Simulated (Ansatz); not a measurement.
# Property card for Co2Si6Ni

Level of theory: DFT PBE, scalar-relativistic, plane waves, PAW (Ansatz).

Cutoff 420 eV; k points 12×12×4 on the computed 9-atom cell (Γ-centred); Gaussian smearing, width 0.10 eV; no spin polarisation.

The structure is relaxed at this level of theory with its symmetry kept, and needn't be the ground state of this composition.

Space group P-3m1 (No. 164). a = 3.794 Å, b = 3.794 Å, c = 9.343 Å, α = 90.00°, β = 90.00°, γ = 120.00°
```
atom  site  symmetry       x       y       z
  Co    2d       3m.  0.6667  0.3333  0.8323
  Si    2c       3m.  0.0000  0.0000  0.7550
  Si    2d       3m.  0.3333  0.6667  0.4123
  Si    2d       3m.  0.6667  0.3333  0.0813
  Ni    1b      -3m.  0.0000  0.0000  0.5000
```

- Space group: P-3m1 (No. 164)
- Volume per atom: 12.94 Å³
- Formation energy from the elements' standard states (uncorrected): -0.458 eV/atom
- Kohn–Sham band gap: none (metal)
- Density of states at the Fermi level: 2.1 states/eV per cell
- Orbital (Löwdin) character within 0.5 eV of the Fermi level: Si 3p 44 %, Co 3d 32 %, Si 3s 8 %, unprojected 10 %
- Bader charge by site (e): Co (2 in the cell) -0.97, Si (2 in the cell) 0.49, Si (2 in the cell) 0.47, Si (2 in the cell) 0.47, Ni (1 in the cell) -0.93

Spin polarisation was left out, and a magnetic state may lie lower.

The cell was found from a structure generator's guess, not taken from experiment. Löwdin shares on free-atom orbitals overweight diffuse shells.
